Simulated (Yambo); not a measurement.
Yambo input for a free-standing PtS2 monolayer (symmetry P-3m1, slab cell 15.5 Å high) (a = b = 3.540 Å, c = 15.500 Å, α = β = 90.00°, γ = 120.00°), on norm-conserving PBE (Quantum ESPRESSO, 84 Ry, without SOC) wavefunctions on a 24×24×1 mesh:

```
rim_cut
optics
chi
dipoles
kernel
RandQpts= 1000000
RandGvec= 2 Ry
CUTGeo= "slab z"
FFTGvecs= 30 Ry
Chimod= "HARTREE"
NGsBlkXd= 2 Ry
% QpntsRXd
 1 | 1 |
%
% BndsRnXd
 5 | 44 |
%
GrFnTpXd= "R"
% EnRngeXd
 0.0 | 20.0 | eV
%
% DmRngeXd
 0.2 | 0.2 | eV
%
CGrdSpXd= 50
ETStpsXd= 161
% LongDrXd
 1.0 | 0.0 | 0.0 |
%
```

First lines of the file o-*.alpha_q1_inv_rpa_dyson:

```
Polarizability  ( -<<X>> ) @ Q(1):   1.00000000     0.00000000     0.00000000    [q->0 direction]
#
# Polarizability units: length
#
# [ X ] Hartree size     :   69
# [GEN] GF Energies     : Perdew, Burke & Ernzerhof(X)+Perdew, Burke & Ernzerhof(C)
# [GEN] Green`s Function     : Retarded
#
# [GEN] Gauge     : Length
# [GEN] [r,Vnl] included     : yes
#
#    E[1] [eV]     Im(alpha)     Re(alpha)     Im(alpha_o)     Re(alpha_o)
#
     0.000000     0.700963E-8     10.94250     0.20246E-16     12.02865
     0.125000     0.063809     10.96186     0.071902     12.05046
     0.250000     0.129609     11.02050     0.146076     12.11652
     0.375000     0.199569     11.12019     0.224994     12.22885
     0.500000     0.276240     11.26401     0.311573     12.39097
     0.625000     0.362841     11.45666     0.409494     12.60823
     0.750000     0.463673     11.70484     0.523684     12.88829
     0.875000     0.584789     12.01800     0.661092     13.24193
     1.000000     0.735137     12.40929     0.832005     13.68422
     1.125000     0.928610     12.89724     1.052432     14.23636
     1.250000     1.187997     13.50825     1.348693     14.92859
     1.375000     1.553102     14.28025     1.766873     15.80444
     1.500000     2.098796     15.26720     2.393921     16.92575
     1.625000     2.978399     16.53828     3.408450     18.37130
     1.750000     4.529948     18.13083     5.205167     20.17966
     1.875000     7.449539     19.73737     8.592860     21.97398
     2.000000     12.21130     19.73261     14.06479     21.82398
     2.125000     16.41022     16.44048     18.70341     17.91313
     2.250000     17.97263     12.09130     20.29355     12.99197
     2.375000     17.55898     8.370146     19.75508     8.883684
     2.500000     16.35668     5.891971     18.43818     6.149644
     2.625000     14.91111     4.238176     16.88016     4.282524
     2.750000     13.66206     3.677776     15.58495     3.561826
     2.875000     13.38278     3.276735     15.29080     2.854761
     3.000000     13.28671     2.321801     14.97647     1.541630
     3.125000     12.86625     0.937359     14.15108     -0.084603
     3.250000     11.60498     -0.194589     12.46065     -1.170931
     3.375000     10.40979     -0.474962     11.03222     -1.297312
     3.500000     9.542261     -0.664197     10.01390     -1.347127
     3.625000     8.756613     -0.551174     9.167116     -1.098940
     3.750000     8.477344     -0.453490     8.861558     -0.935809
```
(The file goes on to the top of the energy range; α is in bohr.) Convergence of the RPA response with its 24×24×1 mesh was not tested.

Geometry relaxed with PBE+D3(BJ).
